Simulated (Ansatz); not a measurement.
**Question.** Each is relaxed and computed with DFT-PBE in the program Ansatz with PAW potentials. Which is the only metal?
A. HfSiO4, I4_1/amd (Hf on 4a, Si on 4b, O on 16h)
B. HfSi2, Cmcm (Si on 4c, Hf on 4c, Si on 4c)
C. HfO2, fluorite
D. Mg2Si, Pn-3m (Mg on 4c, Si on 2a)

**Answer.** B, HfSi2, Cmcm (Si on 4c, Hf on 4c, Si on 4c). HfSi2: metal; HfSiO4: gap 5.31 eV (indirect); HfO2: gap 3.75 eV (direct); Mg2Si: gap 0.31 eV (direct). Constructed cells (a structure type filled with these elements, in neither database checked): Mg2Si, Pn-3m (Mg on 4c, Si on 2a). Not the usual ambient phase: HfO2, fluorite; Mg2Si, Pn-3m (Mg on 4c, Si on 2a). All cells were relaxed under the symmetry of their starts (and spin orders); stability against distortions was not tested throughout. Rows with no word on spin ran without spin polarisation. Scalar-relativistic: spin–orbit coupling is off unless named, which matters more the heavier the elements.

Potentials: the later of the program's two PAW sets.
